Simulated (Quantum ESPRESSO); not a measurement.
# Planted mistakes on one cell of In3GaP4

The results below are calculated, not measured. They come from pw.x of Quantum ESPRESSO 7.5, a plane-wave density functional program, with PseudoDojo standard norm-conserving files (v0.5 for PBE, v0.4.1 for LDA and PBEsol). The cells are made up: elements, strain and atom displacements were drawn at random, and nothing was relaxed. There is no spin polarisation, spin-orbit coupling or dispersion term.

The cell has 8 sites of a zincblende or diamond lattice. Sites 1 to 4 hold In In Ga In; sites 5 to 8 hold P P P P. Cell vectors in Å: (5.705, 0.000, 0.000); (0.000, 5.705, 0.000); (0.000, 0.000, 5.705). Settings: PBE, cutoff 1088 eV, 4 x 4 x 4 k mesh shifted by half a step, Fermi-Dirac smearing of 0.025 eV.

The intended run has a self-consistency threshold of 1e-07 eV, a smearing term of 0.000 eV, a pressure of 6.53 GPa and 11 iterations. Each further run changes one thing: all lengths scaled by 1.0092; atoms of sites 3 and 7 exchanged; cutoff 764 eV; files of LDA; k mesh 2 x 2 x 2; one electron removed; smearing 0.73 eV; threshold 0.2 eV. A coarse mesh keeps the shift, and a charged cell sits in a uniform background.

| run | change of free energy (eV) | smearing term -TS (eV) | change of P (GPa) | largest change of a force component (eV/Å) | iterations |
| --- | --- | --- | --- | --- | --- |
| A | -7.208 | -0.011 | -11.04 | 0.067 | 11 |
| B | 0.430 | 0.000 | 0.28 | 0.008 | 11 |
| C | 16.212 | 0.000 | -5.25 | 0.100 | 11 |
| D | 0.015 | 0.000 | 1.25 | 0.439 | 3 |
| E | 1.887 | 0.000 | -15.27 | 0.001 | 11 |
| F | 3.041 | -0.005 | 1.36 | 0.382 | 11 |
| G | -0.173 | 0.000 | -2.34 | 0.097 | 11 |
| H | -1.048 | -3.627 | 1.68 | 0.091 | 10 |

A rerun of the intended cell at 1377 eV and k mesh 6 x 6 x 6 moved values by no more than 0.009 eV in the cell's energy, 0.02 GPa in stress and 0.002 eV/Å in force.

Question: which change belongs to which run?

## Worked reading

Run D has the fewest iterations, as a run stopped early does. Run H has the largest smearing term, as wide smearing gives. Run E has a higher energy and the largest fall in pressure, as too small a basis gives. Run G changes the volume by a factor of 1.0279; minus its pressure change over the logarithm of that factor, 85 GPa, is a rough bulk modulus with clamped atoms. Energies from files of another functional, or of a charged cell, have another zero and say nothing on stability; the pressure of a charged cell rests on the program's zero of potential too.

## Key

```
run,change
A,one electron removed
B,k mesh 2 x 2 x 2
C,files of LDA
D,threshold 0.2 eV
E,cutoff 764 eV
F,atoms of sites 3 and 7 exchanged
G,all lengths scaled by 1.0092
H,smearing 0.73 eV
```